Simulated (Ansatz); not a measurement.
Bi2TeSe2:
```yaml
crystal:
  lattice:
    - [4.22571, 0.00000, 0.00000]
    - [-2.11285, 3.65957, 0.00000]
    - [0.00000, 0.00000, 41.00000]
  atoms:
    - { symbol: Te, position: [0.00000, 0.00000, 0.50000] }
    - { symbol: Bi, position: [0.33333, 0.66667, 0.55201] }
    - { symbol: Se, position: [0.33333, 0.66667, 0.41141] }
    - { symbol: Bi, position: [0.66667, 0.33333, 0.44799] }
    - { symbol: Se, position: [0.66667, 0.33333, 0.58859] }
```
Free-standing layer in the xy plane with vacuum along z and no interaction between images.

In-plane strain on the r²SCAN+D4-relaxed layer, atoms relaxed; r²SCAN+D4 (plane waves, PAW; program Ansatz). Band edges on the k-mesh, from the upper vacuum level. Strained cells keep their symmetry and size, so buckling under compression is not allowed; words on stability below refer to the unstrained layer.

```
strain x / y (%)  ΔE (meV/atom)  tension xx (N/m)  tension yy (N/m)  thickness (Å)  VBM (eV)  CBM (eV)
----------------  -------------  ----------------  ----------------  -------------  --------  --------
-4 / -4                    28.1             -3.94             -3.94           7.57     -5.84     -4.13
-2 / -2                     [?]               [?]               [?]            [?]       [?]       [?]
-1 / 0                      0.6             -0.66             -0.18           7.30     -6.14     -4.64
0 / 0                       0.0              0.00              0.00           7.26     -6.18     -4.70
1 / 0                       0.6              0.65              0.19           7.23     -6.19     -4.77
2 / 2                       [?]               [?]               [?]            [?]       [?]       [?]
4 / 4                      24.3              2.92              2.92           6.95     -6.35     -5.18
```

Some entries are withheld; supply them.


- -2 / -2, ΔE (meV/atom): 6.8
- -2 / -2, tension xx (N/m): -1.82
- -2 / -2, tension yy (N/m): -1.82
- -2 / -2, thickness (Å): 7.42
- -2 / -2, VBM (eV): -6.07
- -2 / -2, CBM (eV): -4.43
- 2 / 2, ΔE (meV/atom): 6.3
- 2 / 2, tension xx (N/m): 1.57
- 2 / 2, tension yy (N/m): 1.57
- 2 / 2, thickness (Å): 7.11
- 2 / 2, VBM (eV): -6.27
- 2 / 2, CBM (eV): -4.96

Space group P-3m1. The layer was cut from a bulk entry of the Materials Project (measured or hypothetical); whether that bulk phase is the ambient one, and whether the layer has been isolated, was not checked. Symmetry was held in the r²SCAN+D4 relaxation; whether a distortion lowers the energy is not shown. Spin–orbit coupling is left out wherever it is not named.

Potentials: the later of the program's two PAW sets.

Edges and masses are those of Kohn–Sham bands, whose gap is no quasiparticle gap.
